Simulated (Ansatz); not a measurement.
NbP in space group I4_1md (No. 109; Nb on 4a, P on 4a), DFT-LDA in the program Ansatz with PAW potentials, all energies at zero smearing, with the estimated change up to a 700 eV cutoff added, with one set of potentials and settings (totals compare only within such a set). Cell of 4 atoms (2 Nb, 2 P): -10341.638 eV.

| element | reference phase | E (eV/atom) |
|---|---|---|
| Nb | Im-3m, 1 atoms in the cell | -4442.6225 |
| P | Cmce, 4 atoms in the cell | -725.9590 |

Formation energy per atom, worked out: (-10341.638 − 2×(-4442.6225) − 2×(-725.9590))/4 = -1.119 eV/atom (-108 kJ per mol of atoms), at 0 K, without zero-point energy or fitted corrections.

The cell was relaxed with LDA under the symmetry of its start; of distortions, only those at the zone centre were tested. The run is not spin-polarised. The references are the lowest solids computed at this level, not always the standard phases.

Potentials: the earlier of the program's two PAW sets.
